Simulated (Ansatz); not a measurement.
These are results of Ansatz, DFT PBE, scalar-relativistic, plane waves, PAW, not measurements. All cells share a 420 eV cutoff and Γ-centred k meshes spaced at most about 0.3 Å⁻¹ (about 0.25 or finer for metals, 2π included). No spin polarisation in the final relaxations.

These are static total energies at zero pressure.

Two forms of TiH₄ were relaxed alike.

1.

```xyz
10
Lattice="3.2242 -1.4944 0.0000 3.2242 1.4944 0.0000 -3.2010 0.0000 6.1868" Properties=species:S:1:pos:R:3 pbc="T T T"
Ti    0.0726    0.0000    4.5663
Ti    3.1748    0.0000    1.6205
H    -2.4880    0.0000    5.3474
H     1.2476    0.0000    1.6450
H     3.7987    0.0000    3.4823
H     4.0601    0.0000    0.0187
H    -0.8127    0.0000    6.1682
H    -0.5513    0.0000    2.7046
H     1.9998    0.0000    4.5418
H     5.7354    0.0000    0.8394
```

2.

```xyz
5
Lattice="1.7098 -2.7891 0.0000 1.7098 2.7891 0.0000 0.0000 0.0000 3.3451" Properties=species:S:1:pos:R:3 pbc="T T T"
Ti    1.7098    0.0000    1.6726
H     1.7098   -1.8930    1.6726
H     0.9440    0.0000    0.0000
H     2.4756    0.0000    0.0000
H     1.7098    1.8930    1.6726
```

**Question.** Which form is favoured at zero pressure, and by what margin per atom?

**Answer.** Cell 1 is lower, by 103 meV/atom. Cell 1 has space group C2/m (No. 12), 6.0 Å³/atom and no gap on its mesh; cell 2 has space group Cmmm (No. 65), 6.4 Å³/atom and no gap. The denser one is the lower, and pressure would at first widen the difference. In cell 1, Ti is surrounded by 10 H at 1.81–1.98 Å; around H on its first site lie 2 H at 1.73 Å, 2 Ti at 1.81 Å, 2 H at 1.87 Å, 6 H at 2.12–2.30 Å and 1 H at 2.54 Å; H on its second site is surrounded by 3 Ti at 1.93–1.98 Å, 5 H at 2.02–2.12 Å, 4 H at 2.25–2.32 Å and 3 H at 2.46–2.54 Å; 2 more sites not described. In cell 2, Ti is surrounded by 10 H at 1.84–1.93 Å; H on a site of symmetry m2m is surrounded by 1 H at 1.79 Å, 3 Ti at 1.89–1.93 Å, 2 H at 1.98 Å and 4 H at 2.12 Å; H on a site of symmetry 2mm is surrounded by 1 H at 1.53 Å, 2 Ti at 1.84 Å, 1 H at 1.89 Å and 4 H at 2.12 Å. Both come from invented guesses.

With hydrogen, zero-point motion can shift such differences by 10 meV/atom or more. Cells relaxed within their symmetry can be saddle points. The C2/m cell of TiH4 came from shaking the Cmmm one.
